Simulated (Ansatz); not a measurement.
PtC:
```xyz
2
Lattice="0.0000 2.2236 2.2236 2.2236 0.0000 2.2236 2.2236 2.2236 0.0000" Properties=species:S:1:pos:R:3 pbc="T T T"
Pt     0.0000     0.0000     0.0000
C      2.2236     2.2236     2.2236
```

Relaxed with r²SCAN. Special points in fractions of this cell's reciprocal vectors: Γ (0.000, 0.000, 0.000); X (0.500, 0.000, 0.500); U (0.625, 0.250, 0.625); K (0.375, 0.375, 0.750); L (0.500, 0.500, 0.500); W (0.500, 0.250, 0.750).

### Question
List the band energies nearest the Fermi level at these points for DFT-r²SCAN with spin–orbit coupling in the program Ansatz with PAW potentials.

### Answer
In eV from the Fermi level; about four levels below and three above (degenerate sets whole), none deeper than 8.9 eV; … stands for higher levels left out; points with the same levels are listed once.

```json
[
 {"k": "Γ", "below": "-0.13 -0.13 -0.13 -0.13", "above": "…"},
 {"k": "X", "below": "-1.87 -1.87 -1.52 -1.52", "above": "1.32 1.32 …"},
 {"k": "U", "below": "-2.51 -2.51 -0.92 -0.92", "above": "0.95 0.95 2.11 2.11"},
 {"k": "L", "below": "-2.53 -2.53 -0.82 -0.82", "above": "5.76 5.76 6.00 6.00"},
 {"k": "W", "below": "-1.36 -1.36 -1.16 -1.16", "above": "0.32 0.32 0.82 0.82"}
]
```

Space group Fm-3m (rock salt). The start of the workflow was typed in or built on a structure type; neither database checked (COD, Materials Project) lists it. Its standing as an ambient phase is unchecked. Symmetry was held in the r²SCAN relaxation; whether a distortion lowers the energy is not shown. No spin polarisation was allowed. Its formation energy is positive at this level, so the cell may be metastable or incomplete.

Potentials: the earlier of the program's two PAW sets.
